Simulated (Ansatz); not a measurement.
SiO2:
```
CELL_PARAMETERS angstrom
      0.00000     4.39571    -2.48884
      0.00000     4.39571     2.48884
      8.29509     0.00000     0.00000
ATOMIC_POSITIONS crystal
  Si 0.33999 0.33096 0.93731
  Si 0.66904 0.66001 0.06269
  Si 0.33999 0.33096 0.56269
  Si 0.66904 0.66001 0.43731
  O  0.60322 0.39678 0.00000
  O  0.60322 0.39678 0.50000
  O  0.46320 0.96864 0.54185
  O  0.03136 0.53680 0.45815
  O  0.46320 0.96864 0.95815
  O  0.03136 0.53680 0.04185
  O  0.57737 0.73692 0.25000
  O  0.26308 0.42263 0.75000
```

Cartesian axes are those of the cell as given.

### Question
Give the proper piezoelectric stress tensor with relaxed ions from plane-wave PAW r²SCAN (Ansatz code).

### Answer
In C/m², rows x, y, z, Voigt columns; mesh uncertainty up to 0.00.
```
 0.00   0.00   0.00   0.00   0.07   0.00
 0.00   0.00   0.00  -0.13   0.00   0.00
 0.03  -0.08   0.01   0.00   0.00   0.00
```

The elastic tensor of the same run (GPa):

```
 92.6   28.9  -16.4    0.0    0.0    0.0
 28.9   77.0   -8.8    0.0    0.0    0.0
-16.4   -8.8   69.8    0.0    0.0    0.0
  0.0    0.0    0.0   26.4    0.0    0.0
  0.0    0.0    0.0    0.0   26.3    0.0
  0.0    0.0    0.0    0.0    0.0   39.0
```

### Question
Convert to strain constants d = e·S.

### Answer
In pC/N:
```
 0.0   0.0   0.0   0.0   2.8   0.0
 0.0   0.0   0.0  -5.1   0.0   0.0
 0.7  -1.2   0.2   0.0   0.0   0.0
```

Space group Ama2. The first step of the workflow began from a Materials Project structure, measured or hypothetical; the Crystallography Open Database copy checked does not list it. It is not the phase usual at ambient conditions (space group No. 92, 152, 154). Symmetry was held in the r²SCAN relaxation; its stability against distortions is not shown here. Signs of piezoelectric constants follow the polarity of the cell as given.

Potentials: the later of the program's two PAW sets.
